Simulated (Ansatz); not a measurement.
Simulated powder pattern, Cu Kα, λ = 1.54184 Å (kinematic, ideal powder, no thermal factors, no anomalous dispersion; the 30 strongest lines at most, above 1 %, up to 2θ = 90°):

| 2θ (°) | I/Imax (%) |
|---|---|
| 22.32 | 100 |
| 32.32 | 25 |
| 34.28 | 42 |
| 39.63 | 26 |
| 45.54 | 11 |
| 47.43 | 17 |
| 56.95 | 8.2 |
| 57.64 | 16 |
| 62.60 | 24 |
| 67.65 | 2.4 |
| 67.86 | 5.8 |
| 68.81 | 5.6 |
| 70.99 | 2.8 |
| 72.22 | 4.0 |
| 76.38 | 14 |
| 77.78 | 4.0 |
| 80.16 | 3.1 |
| 85.38 | 2.7 |

The pattern belongs to a structure relaxed with DFT-r²SCAN+D4 in the program Ansatz with PAW potentials.

Problem. Which compound is it?
A) Ba, bcc (W type)
B) BP, P6_3/mmc (B on 2c, P on 2d)
C) BN, P6_3/mmc (B on 2d, N on 2c)
D) Fe, bcc (W type)

Solution. B, BP, P6_3/mmc (B on 2c, P on 2d)

Problem. Give the lattice parameters.

Solution. a = 3.198 Å, c = 7.967 Å.

The start of the workflow was typed in or built on a structure type; neither database checked (COD, Materials Project) lists it. It is not the phase usual at ambient conditions (space group No. 216). The r²SCAN+D4 relaxation kept the symmetry of its start; its stability against distortions is not shown here.

Potentials: the earlier of the program's two PAW sets.
